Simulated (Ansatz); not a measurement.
# One slab under several functionals: bcc W (100), 6 layers

All-electron LAPW in Ansatz 0.2.0, scalar-relativistic, no spin–orbit coupling; no spin polarisation. Each functional has its own bulk lattice constant and relaxed 1×1 slab, with 16 to 20 Å of vacuum and a dipole correction.

```tsv
functional	area (Å²)	γ (J/m²)	Φ (eV)	Δd12 (%)
LDA	9.83	4.44	4.44	-11.9
PBE	10.13	?	?	-11.8
```

**Question.** Give the missing entry: row "PBE", column "Φ (eV)".

**Answer.** 4.14.

**Question.** Give the missing entry: row "PBE", column "γ (J/m²)".

**Answer.** 3.98.
